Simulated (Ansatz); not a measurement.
Simulated powder pattern, Ag Kα, λ = 0.560885 Å (kinematic, ideal powder, no thermal factors, no anomalous dispersion; the 30 strongest lines at most, above 1 %, up to 2θ = 30°):

| 2θ (°) | I/Imax (%) |
|---|---|
| 10.23 | 50 |
| 11.82 | 100 |
| 16.75 | 75 |
| 19.66 | 27 |
| 20.55 | 27 |
| 23.77 | 13 |
| 25.94 | 11 |
| 26.62 | 35 |
| 29.22 | 26 |

The pattern belongs to a structure relaxed with plane-wave PAW PBEsol (Ansatz code).

The compound is AgCl.

**Question.** Give the crystal system and the lattice parameters.

**Answer.** cubic, Fm-3m; a = 5.447 Å.

The PBEsol relaxation kept the symmetry of its start. The run is not spin-polarised.

Potentials: the later of the program's two PAW sets.
